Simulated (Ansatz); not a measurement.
As2Pt:
```
CELL_PARAMETERS angstrom
      5.98034     0.00000     0.00000
      0.00000     5.98034     0.00000
      0.00000     0.00000     5.98034
ATOMIC_POSITIONS crystal
  Pt 0.00000 0.00000 0.00000
  Pt 0.50000 0.00000 0.50000
  Pt 0.50000 0.50000 0.00000
  Pt 0.00000 0.50000 0.50000
  As 0.38301 0.38301 0.38301
  As 0.11699 0.61699 0.88301
  As 0.88301 0.11699 0.61699
  As 0.61699 0.88301 0.11699
  As 0.61699 0.61699 0.61699
  As 0.88301 0.38301 0.11699
  As 0.11699 0.88301 0.38301
  As 0.38301 0.11699 0.88301
```

Relaxed with PBEsol. Special points in fractions of this cell's reciprocal vectors: Γ (0.000, 0.000, 0.000); X (0.000, 0.500, 0.000); M (0.500, 0.500, 0.000); R (0.500, 0.500, 0.500); X1 (0.500, 0.000, 0.000).

List the band energies nearest the valence-band maximum at these points for PBEsol in the plane-wave PAW code Ansatz.

In eV from the valence-band maximum; about four levels below and three above (degenerate sets whole), none deeper than 8.9 eV; points with the same levels are listed once.

| k | below | above |
|---|---|---|
| Γ | -2.51 -2.51 -2.51 -1.03 -1.03 -1.03 | 0.61 0.61 0.61 |
| X | -1.29 -1.29 -0.89 -0.89 | 1.42 1.42 1.60 1.60 |
| M | -0.64 -0.64 -0.64 -0.64 | 1.91 1.91 1.91 1.91 |
| R | -0.79 -0.79 -0.79 -0.79 | 0.21 0.21 0.21 0.21 |

Space group Pa-3. The cell was relaxed with PBEsol under the symmetry of its start. The run is not spin-polarised. Scalar-relativistic: spin–orbit coupling is off unless named, which matters more the heavier the elements.

Potentials: the later of the program's two PAW sets.
